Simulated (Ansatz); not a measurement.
Relaxed CsSnI3 (cubic perovskite):

```
CELL_PARAMETERS angstrom
      6.13046     0.00000     0.00000
      0.00000     6.13046     0.00000
      0.00000     0.00000     6.13046
ATOMIC_POSITIONS crystal
  Cs 0.00000 0.00000 0.00000
  Sn 0.50000 0.50000 0.50000
  I  0.00000 0.50000 0.50000
  I  0.50000 0.50000 0.00000
  I  0.50000 0.00000 0.50000
```

The numbers are results of PBEsol (plane waves to 420 eV, PAW, scalar-relativistic; Ansatz, a quantum-chemistry and plane-wave program), not measurements. k mesh 6×6×6 (Γ-centred), Fermi-Dirac smearing 0.05 eV. CsSnI3 was relaxed with its symmetry unable to fall. Spin-orbit coupling is left out, though I is heavy. The PAW data are Ansatz's earlier set. This is a high-temperature form of CsSnI3.

One atom of the cell was then moved (with its periodic images), all else fixed, and the forces (eV/Å) came out as:

```csv
atom,Fx,Fy,Fz
Cs1,0.101,0.000,0.000
Sn2,0.175,0.000,0.000
I3,0.348,0.000,0.000
I4,-0.027,0.000,0.000
I5,-0.597,0.000,0.000
```

**Question.** Which atom was moved, and by which vector (Å)?

**Answer.** I5, by (0.92, 0.00, 0.00), 0.92 Å in all.

(A displaced cell: forces are minus the slopes of the energy, force constants its curvatures, and phonons follow from these.)
